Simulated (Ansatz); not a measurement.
Cs2AgBiBr6:
```
Cs2AgBiBr6
1.0
    0.00000     5.59361     5.59361
    5.59361     0.00000     5.59361
    5.59361     5.59361     0.00000
Bi Ag Cs Br
1 1 2 6
Direct
  0.00000   0.00000   0.00000
  0.50000   0.50000   0.50000
  0.25000   0.25000   0.25000
  0.75000   0.75000   0.75000
  0.25395   0.74605   0.25395
  0.25395   0.74605   0.74605
  0.74605   0.25395   0.74605
  0.74605   0.25395   0.25395
  0.25395   0.25395   0.74605
  0.74605   0.74605   0.25395
```

Relaxed with PBEsol. Special points in fractions of this cell's reciprocal vectors: Γ (0.000, 0.000, 0.000); X (0.500, 0.000, 0.500); U (0.625, 0.250, 0.625); K (0.375, 0.375, 0.750); L (0.500, 0.500, 0.500); W (0.500, 0.250, 0.750).

Q: List the band energies nearest the valence-band maximum at these points for DFT-PBEsol with spin–orbit coupling in the program Ansatz with PAW potentials.

A: In eV from the valence-band maximum; about four levels below and three above (degenerate sets whole), none deeper than 8.9 eV; points with the same levels are listed once.

```tsv
k	below	above
Γ	-0.64 -0.64 -0.64 -0.64	0.99 0.99 2.50 2.50 2.50 2.50
X	-0.66 -0.66 0.00 0.00	1.55 1.55 3.10 3.10
U	-1.04 -1.04 -0.23 -0.23	1.58 1.58 2.93 2.93
L	-1.41 -1.41 -1.13 -1.13	0.89 0.89 3.12 3.12
W	-1.31 -1.31 -0.10 -0.10	1.67 1.67 3.00 3.00
```

Space group Fm-3m. Symmetry was held in the PBEsol relaxation; phonons show weakly imaginary modes. No spin polarisation was allowed.

Potentials: the later of the program's two PAW sets.
